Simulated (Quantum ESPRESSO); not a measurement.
Space group P3m1 (No. 156); a = b = 4.2069 Å, c = 4.7856 Å, α = β = 90.00°, γ = 120.00°

```tsv
atom	site	symmetry	x	y	z
H	1a	3m.	0.0000	0.0000	0.0974
Al	1a	3m.	0.0000	0.0000	0.4657
Si	1c	3m.	0.6667	0.3333	0.5543
Sr	1b	3m.	0.3333	0.6667	0.0057
```

Cell and atoms were relaxed with PBEsol from Materials Project entry mp-570485, within its symmetry.

What does PBEsol (Quantum ESPRESSO, PseudoDojo norm-conserving, 72 Ry, no spin-orbit coupling) give for the electronic structure near the Fermi level?

The PBEsol gap is 0.41 eV; at least one edge lies off the plotted path, at a point of the SCF mesh. The smallest direct gap is 1.31 eV. 

The structure is a Materials Project entry; no match was found in the copy of COD used, and its stability was not checked.
